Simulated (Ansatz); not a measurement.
Consider the following.

MoN$_{2}$:
```cif
data_Mo2N4
_chemical_formula_sum 'Mo2 N4'
_space_group_name_H-M_alt 'P 1'
_space_group_IT_number 1
_cell_length_a 4.29037
_cell_length_b 4.29037
_cell_length_c 2.72403
_cell_angle_alpha 90.000
_cell_angle_beta 90.000
_cell_angle_gamma 90.000
loop_
_space_group_symop_operation_xyz
  'x, y, z'
loop_
_atom_site_label
_atom_site_type_symbol
_atom_site_fract_x
_atom_site_fract_y
_atom_site_fract_z
_atom_site_occupancy
Mo1 Mo 0.50000 0.50000 0.00000 1
Mo2 Mo 0.00000 0.00000 0.00000 1
N1 N 0.88731 0.38731 0.50000 1
N2 N 0.11269 0.61269 0.50000 1
N3 N 0.61269 0.88731 0.50000 1
N4 N 0.38731 0.11269 0.50000 1
```

This is the PBEsol-relaxed structure.

### Question
All from PBEsol in the plane-wave PAW code Ansatz, unless another level is named. Give the Debye temperature from the elastic constants.

### Answer
949 K.

### Question
And the highest zone-centre frequency?

### Answer
1105 cm⁻¹.

Space group P4/mbm. The workflow started from a Materials Project entry (that database holds measured and hypothetical structures alike); the Crystallography Open Database copy checked does not list it. Its standing as an ambient phase is unchecked. The cell was relaxed with PBEsol under the symmetry of its start; its stability against distortions is not shown here. No spin polarisation was allowed. As this level gives no gap, shear constants depend on the k-mesh and smearing (Fermi–Dirac, 0.1 eV here). As this level gives no gap, phonon frequencies hold no LO–TO term and depend on the k-mesh and smearing (Fermi–Dirac, 0.1 eV here). On the denser mesh and wider smearing of the elastic run this cell carries a stress of 0.4 GPa.

Potentials: the later of the program's two PAW sets.
